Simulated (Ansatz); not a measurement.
GeMo2N:
```cif
data_Ge2Mo4N2
_chemical_formula_sum 'Ge2 Mo4 N2'
_space_group_name_H-M_alt 'P63/mmc'
_space_group_IT_number 194
_space_group_name_Hall '-P 6c 2c'
_cell_length_a 3.17555
_cell_length_b 3.17555
_cell_length_c 12.00118
_cell_angle_alpha 90.000
_cell_angle_beta 90.000
_cell_angle_gamma 120.000
loop_
_atom_site_label
_atom_site_type_symbol
_atom_site_symmetry_multiplicity
_atom_site_Wyckoff_symbol
_atom_site_fract_x
_atom_site_fract_y
_atom_site_fract_z
_atom_site_occupancy
Ge1 Ge 2 d 0.66667 0.33333 0.25000 1
Mo1 Mo 4 f 0.33333 0.66667 0.08460 1
N1 N 2 a 0.00000 0.00000 0.00000 1
```

Relaxed at zero pressure with PBEsol (plane waves, PAW; program Ansatz).

Question: The volume is lowered by 9 % and shape and atoms relax at that volume. What pressure results, and how do the axes share the change?

Answer: 15.5 GPa; a -8.6 %, b -8.6 %, c 9.0 %; the energy rises by 63 meV/atom.

Question: Give the new structure.

Answer: 
Space group P6₃/mmc (No. 194); a = 2.9019 Å, b = 2.9019 Å, c = 13.0781 Å, α = 90.00°, β = 90.00°, γ = 120.00°

| atom | site | symmetry | x | y | z |
|---|---|---|---|---|---|
| Ge | 2d | -6m2 | 0.6667 | 0.3333 | 0.2500 |
| Mo | 4f | 3m. | 0.3333 | 0.6667 | 0.0971 |
| N | 2a | -3m. | 0.0000 | 0.0000 | 0.0000 |

The phase is kept; no other phase was compared at this pressure.

Space group P6_3/mmc. The start of the workflow was typed in or built on a structure type; neither database checked (COD, Materials Project) lists it. Whether it is the stable phase at ambient conditions was not checked. The cell was relaxed with PBEsol under the symmetry of its start. At this level the phase is mechanically unstable. The workflow began spin-polarised and lost its moments.

Potentials: the earlier of the program's two PAW sets. The files were generated under PBE; for other functionals the program regenerates the frozen cores, and for LDA and PBEsol the local potential too.
